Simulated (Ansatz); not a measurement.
Tl (hcp, Mg type)

```
Tl
1.0
    3.60828     0.00000     0.00000
   -1.80414     3.12487     0.00000
    0.00000     0.00000     5.57421
Tl
2
Direct
  0.33333   0.66667   0.75000
  0.66667   0.33333   0.25000
```

Grid over V/V₀ and (c/a)/(c/a)₀, subscript 0 meaning the relaxed cell; the conventional c axis lies along z; no internal relaxation.

Level of theory: PBE (plane waves to 420 eV, PAW, scalar-relativistic; Ansatz, a program for electronic structure). k mesh 15×15×9 (Γ-centred), Fermi-Dirac smearing 0.05 eV. The energy includes the smearing's −TS. With partly filled bands, the response to shear is sensitive to the k mesh, so small differences along c/a are uncertain. Spin-orbit coupling is left out, though Tl is heavy. The relaxed volume of Tl is well above the measured one; the method has no dispersion term. Tl was relaxed with its symmetry unable to fall. ΔE is measured from the relaxed starting cell.

```tsv
ΔE (meV/atom)	V/V₀ = 0.960	V/V₀ = 0.973	V/V₀ = 0.987	V/V₀ = 1.000	V/V₀ = 1.013	V/V₀ = 1.027	V/V₀ = 1.040
(c/a)/(c/a)₀ = 0.880	(withheld)	25	22	19	(withheld)	(withheld)	(withheld)
(c/a)/(c/a)₀ = 0.920	(withheld)	(withheld)	11	9	9	9	10
(c/a)/(c/a)₀ = 0.960	11	8	5	4	4	5	7
(c/a)/(c/a)₀ = 1.000	5	2	1	0	0	2	3
(c/a)/(c/a)₀ = 1.040	3	0	-1	-1	-1	1	3
(c/a)/(c/a)₀ = 1.080	7	4	3	3	4	5	7
(c/a)/(c/a)₀ = 1.120	(withheld)	13	12	12	12	(withheld)	(withheld)
```

What belongs in the gaps?


- (c/a)/(c/a)₀ = 0.880, V/V₀ = 0.960: 30
- (c/a)/(c/a)₀ = 0.880, V/V₀ = 1.013: 18
- (c/a)/(c/a)₀ = 0.880, V/V₀ = 1.027: 18
- (c/a)/(c/a)₀ = 0.880, V/V₀ = 1.040: 18
- (c/a)/(c/a)₀ = 0.920, V/V₀ = 0.960: 17
- (c/a)/(c/a)₀ = 0.920, V/V₀ = 0.973: 14
- (c/a)/(c/a)₀ = 1.120, V/V₀ = 0.960: 16
- (c/a)/(c/a)₀ = 1.120, V/V₀ = 1.027: 14
- (c/a)/(c/a)₀ = 1.120, V/V₀ = 1.040: 16

(Under strain, the slope of the energy per volume gives the stress and its curvature an elastic modulus.)
